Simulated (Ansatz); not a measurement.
**Ti5Al2C3: generalised stacking fault**

All numbers below come from DFT PBEsol, scalar-relativistic, plane waves, PAW (Ansatz 0.2.0). The runs took a 420 eV cutoff, a Γ-centred 15×15×3 mesh and Gaussian smearing (0.15 eV). No spin polarisation. Energies are free energies at this smearing, counted from the undisturbed cell; pressure is positive in compression.

Reference structure (relaxed at this level; it needn't be the usual structure):

```xyz
10
Lattice="-3.0456 0.0000 0.0000 -1.5228 -2.6376 0.0000 1.5228 0.8792 16.0724" Properties=species:S:1:pos:R:3 pbc="T T T"
Ti   -1.9534   -1.1278    3.4909
Ti   -3.4762   -2.0070    1.1423
Ti   -1.9534   -1.1278   12.6625
Ti   -0.4306   -0.2486   10.3917
Ti   -0.4306   -0.2486    5.8395
Al   -1.9534   -1.1278    8.1240
Al   -0.4306   -0.2486   14.9302
C    -3.4762   -2.0070    4.7715
C    -0.4306   -0.2486    2.2103
C     1.0921    0.6306   11.5271
```

The cut lies on the cell's a–b face, a (0 0 1) plane (indices in the standard cell, whose axes needn't be the Cartesian ones shown) of area 8.03 Å², between layers 2.28 Å apart. Vector c is tilted by f times 1·a + 1·b (length 5.275 Å) with the atoms' Cartesian places fixed: one unrelaxed fault a cell. The cell is metallic on the mesh throughout.

| f | γ (mJ/m²) |
| --- | --- |
| 0.0000 | 0 |
| 0.0833 | 222 |
| 0.1667 | 582 |
| 0.2500 | 702 |
| 0.3333 | 638 |
| 0.4167 | 878 |
| 0.5000 | 1716 |
| 0.5833 | 2849 |
| 0.6667 | 3427 |
| 0.8333 | 1392 |

Problem. Predict the shear traction, the slope of γ along the slip (GPa) at each point.

Solution.
| f | shear traction, the slope of γ along the slip (GPa) |
| --- | --- |
| 0.0000 | 0.0 |
| 0.0833 | 8.4 |
| 0.1667 | 6.3 |
| 0.2500 | -0.5 |
| 0.3333 | 0.0 |
| 0.4167 | 12.1 |
| 0.5000 | 24.9 |
| 0.5833 | 23.1 |
| 0.6667 | 0.0 |
| 0.8333 | -30.2 |

Cost: 10 runs of about 18 core-minutes in all, on Arm Neoverse V2 (shared hosts).